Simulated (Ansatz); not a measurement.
Li2O (anti-fluorite)

```
Li2O
1.0
    0.00000     2.28637     2.28637
    2.28637     0.00000     2.28637
    2.28637     2.28637     0.00000
O Li
1 2
Direct
  0.00000   0.00000   0.00000
  0.25000   0.25000   0.25000
  0.75000   0.75000   0.75000
```

The volume is varied about the relaxed value V₀ at fixed cell shape. Symmetry pins the atoms to their sites.

The numbers are results of r2SCAN (plane waves to 500 eV, PAW, scalar-relativistic; Ansatz, a quantum-chemistry and plane-wave program), not measurements. k mesh 12×12×12 (Γ-centred), Fermi-Dirac smearing 0.05 eV. E stands for the smeared free energy. Compression counts positive. Li2O was relaxed with its symmetry unable to fall. The zero of ΔE is the relaxed starting cell.

| V (Å³/atom) | ΔE (meV/atom) |
|---|---|
| 6.693 | 73.7 |
| 7.012 | 38.4 |
| 7.331 | 15.9 |
| 7.649 | withheld |
| 7.968 | 0.0 |
| 8.287 | 3.2 |
| 8.605 | 12.2 |
| 8.924 | 25.9 |
| 9.243 | 43.4 |

### Question
Fit a third-order Birch-Murnaghan form (E₀, V₀, B₀, B₀′ free) to the given rows and predict ΔE at V = 7.649.

### Answer
Least squares on the 8 given rows: ΔE = E₀ + (9V₀B₀/16)·y²·[2 + (B₀′ − 4)y], y = (V₀/V)^(2/3) − 1, with V₀ = 7.968 Å³/atom, B₀ = 87.11 GPa (160.2 GPa = 1 eV/Å³; the term in eV is multiplied by 1000), B₀′ = 3.91, E₀ = -0.01 meV/atom; root-mean-square residual 0.04 meV/atom. At 7.649 the fit gives 3.7 meV/atom; the calculation gives 3.7 meV/atom, the same to the digits shown. For the pressure the fit gives 3.9 GPa against the computed 3.9 GPa.

(A scan under strain: stresses follow from slopes of the energy per volume, elastic moduli from its curvatures.)
